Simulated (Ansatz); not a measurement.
**Sn (omega (AlB2-type)): energy against volume**

All numbers below come from DFT, r2SCAN, plane waves (500 eV) with PAW, scalar-relativistic in Ansatz 0.2.0. (PAW data from PBE, frozen cores regenerated.)

The cell is scaled uniformly from the relaxed one, with fractional coordinates and shape fixed. Energies are extrapolated to zero smearing, pressures are those at the given smearing. Magnetic state: spin not included.

A Birch-Murnaghan fit gives V₀ = 27.35 Å³/atom, B₀ = 50 GPa, B₀′ = 4.6.

Problem. What are the energy above the minimum and the pressure at 26.033 Å³/atom?

Solution. 10.8 meV/atom and 2.73 GPa as computed.

Problem. What are the energy above the minimum and the pressure at 29.287 Å³/atom?

Solution. 18.7 meV/atom and -2.94 GPa as computed.

Problem. What are the energy above the minimum and the pressure at 30.371 Å³/atom?

Solution. 42.6 meV/atom and -4.13 GPa as computed.
